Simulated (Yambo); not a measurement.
```xyz
11
Lattice="3.2238 -5.3646 0.0000 3.2238 5.3646 0.0000 0.0000 0.0000 3.8479" Properties=species:S:1:pos:R:3 pbc="T T T"
O      1.2330    -1.5705     0.0000
O      5.2146     1.5705     0.0000
O      1.2330     1.5705     0.0000
O      5.2146    -1.5705     0.0000
O      0.0000     0.0000     1.9240
O      3.2238    -1.9838     1.9240
O      3.2238     1.9838     1.9240
F      3.2238     0.0000     0.0000
Ta     0.0000     0.0000     0.0000
Ta     3.2238    -2.1225     0.0000
Ta     3.2238     2.1225     0.0000
```

Ta$_{3}$O$_{7}$F (space group Cmmm, No. 65): mean Im ε in 1 eV windows above the direct gap of 4.53 eV, for different electron-hole kernels (Yambo, broadening 0.15 eV, PBEsol (pw.x of Quantum ESPRESSO, ONCV potentials, scalar-relativistic) bands; 4×4×4 mesh, 20 valence and 11 conduction bands, static screening with 93 bands and a 3 Ry block, scissor 1.59 eV, Tamm-Dancoff; field along x).

```
window (eV)  independent quasiparticles  BSE
-----------  --------------------------  ---
4.5 to 5.5                          1.3  2.2
5.5 to 6.5                          2.1  4.2
6.5 to 7.5                          4.2  3.6
```

This run doesn't resolve bound excitons or single peaks, so only averages are given, and they too depend on the mesh; weight that the attraction moves below the gap isn't listed. All transitions below 8.46 eV are in the band window. The scissor comes from a G0W0 run whose convergence isn't established.

Spin-orbit coupling is left out, which matters for elements this heavy: edges can move by tenths of an eV.

Geometry of the Materials Project entry, not relaxed at this level.

The structure is a Materials Project entry; no match was found in the copy of COD used, and its stability was not checked.
